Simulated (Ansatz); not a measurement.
The relaxed structure here is a generated cell of P: the first start was made by placing the elements on the sites of a structure type, and the end was not matched to a known phase here, so it may be hypothetical. Known forms of P include space group No. 64.

One starting cell of P (a generated cell, P built in the AFLOW prototype A_hP1_191_a (A_f, as in Sn)) was relaxed twice with Ansatz (plane waves, PAW, scalar-relativistic): with r2SCAN at 500 eV and with PBE at 420 eV. The r2SCAN result:

```
P
1.0
    2.64563     0.00000     0.00000
   -1.32282     2.29118     0.00000
    0.00000     0.00000     2.41939
P
1
Cartesian
  0.00000   0.00000   0.00000
```

```tsv
quantity	r2SCAN	PBE
space group	P6/mmm	P6/mmm
volume (Å³/atom)	14.67	…
a (Å)	2.646	…
c (Å)	2.419	…
gap (eV, no spin-orbit coupling)	0.00	…
```

Task: What does PBE give for the same quantities?

Result: 
- volume (Å³/atom), PBE: 14.78
- a (Å), PBE: 2.645
- c (Å), PBE: 2.440
- gap (eV, no spin-orbit coupling), PBE: 0.00

Both levels end in the same structure; PBE's volume is 0.8 % larger. Neither column is exact.

No spin polarisation in the result. The relaxed primitive cell holds an odd number of electrons. A magnetic state may lie lower.

The run could not lose the symmetry of its start, so the end can be a saddle point.

Ansatz is a quantum-chemistry and plane-wave program.
